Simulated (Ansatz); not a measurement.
**The bulk modulus of BaTiO3 from a series of volumes**

Reference cell: a structure deposited in the COD whose atoms were relaxed with PBE, the cell held.

```
Ba Ti O
1.0
     3.99980    0.00000    0.00000
     0.00000    3.99980    0.00000
     0.00000    0.00000    4.01800
Ba Ti O
1 1 3
Direct
  0.00000 0.00000 0.99703
  0.50000 0.50000 0.48265
  0.50000 0.50000 0.02227
  0.50000 0.00000 0.51302
  0.00000 0.50000 0.51302
```

Sites (sets of like atoms) are named by element and the number of their first atom in this list.

The numbers come from a DFT calculation in Ansatz (PBE, plane waves and PAW, scalar-relativistic, 420 eV cutoff, Γ-centred 8×8×8 k-points, Fermi–Dirac smearing 0.02 eV).

The cell is scaled uniformly, and the ions relax again at each size.

```
V/V₀  pressure (GPa)  gap on the k-mesh (eV)
0.94               ?                       ?
0.96            10.0                    1.92
0.98             6.3                    1.88
1.00             3.2                    1.86
1.02             0.4                    1.83
1.04            -2.1                    1.81
1.06            -4.2                    1.78
```

(1) Estimate the row at V/V₀ = 0.94, the equilibrium volume and the bulk modulus.

## Answers

(1) pressure (GPa): 14.0; gap on the k-mesh (eV): 1.94. Worked: a parabola in ln(V/V₀) through the other 6 rows gives 13.9 GPa there. It crosses zero pressure at V/V₀ = 1.023, the equilibrium volume of this functional, where the bulk modulus is B = −dP/d ln V = 132 GPa. The shape of the cell is held, so in this non-cubic crystal both values are those of uniform scaling, and B is an upper bound to the hydrostatic one. The gap falls as the cell grows, by 0.014 eV per per cent of volume.

PBE gaps are too small, by a third to a half in many semiconductors; their changes with volume are better.
